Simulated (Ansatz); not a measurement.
C in space group I4/mmm (No. 139; C on 8h), r²SCAN in the plane-wave PAW code Ansatz. The conduction-band minimum lies on the Γ–Z line, 42 % of the way from Γ, with 2 equivalent valleys. Second derivatives d²E/dk² of the lowest band at one valley (eV·Å²), along Cartesian directions:

| direction | d²E/dk² |
|---|---|
| [100] | 22.04 |
| [010] | 22.04 |
| [001] | 15.29 |
| [110] | 22.04 |
| [101] | 18.67 |
| [011] | 18.67 |

Problem. Find the principal effective masses, the density-of-states mass and the conductivity mass.

Solution. Off-diagonal terms follow from H_xy = H[110] − (H_xx + H_yy)/2, and m*/mₑ = 7.620 eV·Å² over each eigenvalue: 0.35, 0.35, 0.50. One valley's DOS mass (m₁m₂m₃)^(1/3) = 0.39, conductivity mass 3/(Σ 1/mᵢ) = 0.39 mₑ.

Problem. What effective density of states Nc follows at 300 K for parabolic valleys?

Solution. Nc = 2.509e19 × 2 × (0.39)^(3/2) ≈ 1.2e19 cm⁻³.

The start of the workflow was typed in or built on a structure type; the Crystallography Open Database copy checked does not list it. It is not the phase usual at ambient conditions (space group No. 194, 227). Symmetry was held in the r²SCAN relaxation; whether a distortion lowers the energy is not shown.

Potentials: the later of the program's two PAW sets.

Edges and masses are those of Kohn–Sham bands, whose gap is no quasiparticle gap.
